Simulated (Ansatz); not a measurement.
Nb₅Ge₃B in space group P6_3/mcm (No. 193; Nb on 4d, Nb on 6g, Ge on 6g, B on 2b), the program Ansatz at the PBE level (PAW), all energies at zero smearing, with the estimated change up to a 700 eV cutoff added, with one set of potentials and settings (totals compare only within such a set). Cell of 18 atoms (10 Nb, 6 Ge, 2 B): -71615.111 eV.

```
element             reference phase  E (eV/atom)
-------  --------------------------  -----------
Nb       Im-3m, 1 atoms in the cell   -4552.2836
Ge       Fd-3m, 2 atoms in the cell   -4294.9847
B        R-3m, 12 atoms in the cell    -155.9161
```

Formation energy per atom, worked out: (-71615.111 − 10×(-4552.2836) − 6×(-4294.9847) − 2×(-155.9161))/18 = -0.585 eV/atom (-56 kJ per mol of atoms), at 0 K, without zero-point energy or fitted corrections.

The workflow started from a Materials Project entry (that database holds measured and hypothetical structures alike); the Crystallography Open Database copy checked does not list it. Whether it is the stable phase at ambient conditions was not checked. The cell was relaxed with PBE under the symmetry of its start; its stability against distortions is not shown here. No spin polarisation was allowed. The references are the lowest solids computed at this level, not always the standard phases.

Potentials: the later of the program's two PAW sets.
